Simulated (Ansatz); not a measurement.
Question: Name crystals whose computed values (plane-wave PAW r²SCAN (Ansatz code)) fall in these windows: G_Hill (GPa) 70 to 83; B₀ by P(V) fit (GPa) 100 to 140; Θ_D (K) 480 to 660.

Answer: 

```
crystal                     G_Hill (GPa)  B₀ by P(V) fit (GPa)  Θ_D (K)
--------------------------  ------------  --------------------  -------
TiAl, L1₀ or tetragonal B2          77.0                   121      584
```
Others may fit too.

The cell was relaxed under the symmetry of its start. Rows with no word on spin ran without spin polarisation.

Potentials: the earlier of the program's two PAW sets.
